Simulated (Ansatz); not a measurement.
SrTiO3 (cubic perovskite)

```xyz
5
Lattice="3.9070 0.0000 0.0000 0.0000 3.9070 0.0000 0.0000 0.0000 3.9070" Properties=species:S:1:pos:R:3 pbc="T T T"
Sr     0.0000     0.0000     0.0000
Ti     1.9535     1.9535     1.9535
O      0.0000     1.9535     1.9535
O      1.9535     1.9535     0.0000
O      1.9535     0.0000     1.9535
```

In this cell atom 1 (Sr, nearest neighbour O at 2.763 Å; its periodic images, 3.9 Å or more away, move with it) is moved by s along Cartesian [110], unit vector (0.707, 0.707, 0.000); all other atoms and the cell stay fixed.

Computed with r2SCAN (plane waves to 500 eV, PAW, scalar-relativistic; Ansatz, an electronic-structure program). k mesh 7×7×7 (Γ-centred), Fermi-Dirac smearing 0.05 eV. Left out: 2 of 11 points, with atoms too close for the PAW data. F∥ is the force on the atom along that direction. SrTiO3 is run without spin polarisation. SrTiO3 was relaxed with its symmetry unable to fall. 

```json
[
 {"s (Å)": "-0.664", "F∥ (eV/Å)": "6.189"},
 {"s (Å)": "-0.498", "F∥ (eV/Å)": "3.402"},
 {"s (Å)": "-0.332", "F∥ (eV/Å)": "1.732"},
 {"s (Å)": "-0.166", "F∥ (eV/Å)": "0.713"},
 {"s (Å)": "0.000", "F∥ (eV/Å)": "0.000"},
 {"s (Å)": "0.166", "F∥ (eV/Å)": "-0.713"},
 {"s (Å)": "0.332", "F∥ (eV/Å)": "-1.732"},
 {"s (Å)": "0.498", "F∥ (eV/Å)": "-3.402"},
 {"s (Å)": "0.664", "F∥ (eV/Å)": "-6.189"}
]
```

Question: What is the force constant k = d²E/ds² of this move at s = 0?

Answer: 3.99 eV/Å². The forces along the line at the two nearest points give (0.713 − (-0.713)) / (2·0.166) = 4.30 eV/Å²; the next pair corrects for the finite step.

(For displaced atoms, the force is minus the slope of the energy, and its curvature is a force constant, which sets phonon frequencies.)
